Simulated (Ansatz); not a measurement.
Consider the following.

Ga$_{2}$BiAs:
Space group R3m, hexagonal axes (No. 160); a = b = 4.2333 Å, c = 20.9193 Å, α = β = 90.00°, γ = 120.00°

```csv
atom,site,symmetry,x,y,z
Ga,3a,3m,0.0000,0.0000,0.1170
Ga,3a,3m,0.0000,0.0000,0.6320
Bi,3a,3m,0.0000,0.0000,0.5011
As,3a,3m,0.0000,0.0000,0.9999
```
(The calculation used a cell of 4 atoms; values per cell refer to that cell.)

This is the PBEsol-relaxed structure.

Q: All from the program Ansatz at the PBEsol level (PAW), unless another level is named. Give the electronic character.

A: metallic (no gap).

Q: Next, the formation energy from the elements (no fitted shifts)?

A: -0.065 eV/atom.

Q: Predict the density of states at the Fermi level.

A: 0.10 states/eV per atom (mean over ±0.08 eV).

Q: And the gap with spin–orbit coupling?

A: none (metallic).

The first step of the workflow began from a Materials Project structure, measured or hypothetical; the Crystallography Open Database copy checked does not list it. Its standing as an ambient phase is unchecked. The cell was relaxed with PBEsol under the symmetry of its start; of distortions, only those at the zone centre were tested. The references are the lowest solids computed at this level, not always the standard phases. Scalar-relativistic: spin–orbit coupling is off unless named, which matters more the heavier the elements.

Potentials: the later of the program's two PAW sets.
